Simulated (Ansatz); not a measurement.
Here is the system:

GaSb (zinc blende), conventional cell a = 6.1120 Å, b = 6.1120 Å, c = 6.1120 Å, α = 90.00°, β = 90.00°, γ = 90.00°. The calculation uses the primitive cell of 2 atoms, to which meshes and values per cell refer.

E(V) scan at fixed shape, V₀ the volume above. Symmetry pins the atoms to their sites.

All values below come from PBEsol (plane waves to 420 eV, PAW, scalar-relativistic; Ansatz, a first-principles code). k mesh 13×13×13 (Γ-centred), Fermi-Dirac smearing 0.05 eV. Energies are smeared free energies. Compression counts positive. At this level the bands of GaSb touch or barely overlap; measurements give the solid a gap. GaSb was relaxed with its symmetry unable to fall. Spin-orbit coupling is left out, though Sb is heavy. The PAW data are Ansatz's earlier set. The zero of ΔE is the relaxed starting cell.

The scan covers V/V₀ from 0.940 to 1.060 in 9 points.

Q: What bulk modulus B₀ follows from a third-order Birch-Murnaghan fit?

A: 51.5 GPa.

Q: What is the fitted pressure derivative B₀′?

A: 4.7.

(A scan under strain: stresses follow from slopes of the energy per volume, elastic moduli from its curvatures.)
